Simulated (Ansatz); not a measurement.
**Rocksalt alloy of MgO and ZnO (14 of 32 Mg sites exchanged), 64 atoms**

Ansatz, PAW, plane waves. PBEsol relaxation of volume and atoms (shape held) at the single k point (¼, ¼, ¼) without its symmetry partners; single points on the relaxed atoms at the Γ point alone, onto which points of the small cell's zone fold. Arrangement: quasirandom. No spin–orbit coupling unless named.

Relaxed structure:

```
O Zn Mg
1.0
     8.47507    0.00000    0.00000
     0.00000    8.47507    0.00000
     0.00000    0.00000    8.47507
O Zn Mg
32 14 18
Direct
  0.24987 0.99720 0.99826
  0.25289 0.99974 0.50306
  0.25039 0.50235 0.00151
  0.25010 0.50037 0.49726
  0.74980 0.99757 0.99825
  0.74770 0.99962 0.50289
  0.75038 0.50284 0.00007
  0.75014 0.50069 0.50025
  0.00028 0.24961 0.00039
  0.00048 0.25246 0.50032
  0.00028 0.74984 0.00020
  0.00022 0.74803 0.49974
  0.49990 0.25017 0.99940
  0.50011 0.25034 0.50308
  0.50013 0.75042 0.00211
  0.49983 0.75041 0.49711
  0.00021 0.00138 0.25065
  0.00001 0.00274 0.75054
  0.00023 0.49681 0.25211
  0.99764 0.49695 0.74788
  0.50030 0.99907 0.25204
  0.50017 0.00298 0.74814
  0.50055 0.50226 0.25263
  0.50208 0.49765 0.74812
  0.24794 0.25177 0.25206
  0.24967 0.24722 0.74810
  0.25241 0.74746 0.24950
  0.24997 0.75219 0.75028
  0.75307 0.25216 0.25228
  0.75017 0.24987 0.74821
  0.74773 0.74742 0.24940
  0.75026 0.75031 0.75045
  0.00015 0.99954 0.00030
  0.00025 0.00091 0.50084
  0.00019 0.49983 0.00030
  0.49996 0.99995 0.00004
  0.50025 0.50083 0.00041
  0.25024 0.24970 0.00026
  0.75003 0.24991 0.00003
  0.25031 0.99943 0.25032
  0.25009 0.49969 0.74931
  0.75008 0.99973 0.25039
  0.00032 0.74905 0.25011
  0.99987 0.74980 0.74999
  0.50027 0.25061 0.25110
  0.50031 0.75064 0.74938
  0.00030 0.50013 0.50016
  0.50012 0.00041 0.49991
  0.50003 0.50045 0.50040
  0.25010 0.24958 0.49992
  0.24974 0.74977 0.99948
  0.24952 0.75044 0.50003
  0.75030 0.24973 0.49998
  0.75055 0.75056 0.00036
  0.75080 0.75064 0.49970
  0.24981 0.99970 0.75103
  0.25029 0.49942 0.24889
  0.75030 0.00003 0.75105
  0.75023 0.49955 0.24917
  0.75009 0.50033 0.75103
  0.00028 0.24860 0.24909
  0.00047 0.25013 0.75140
  0.49968 0.25040 0.75183
  0.50009 0.75077 0.24932
```

Problem. What are the mean bond lengths by pair (pairs within 1.2 times the sum of covalent radii, less contacts 15 % beyond the pair's median; cation–cation pairs of compounds aside; long ionic contacts are cut short by that bound)?

Solution. Mg–O 2.110 ± 0.011 Å (standard deviation, 108 bonds); O–Zn 2.130 ± 0.010 Å (standard deviation, 84 bonds).

Problem. What gap lies between the top filled and the lowest empty level in the single points?

Solution. HSE06 4.07 eV (5 min on 7 threads of Neoverse-V2).
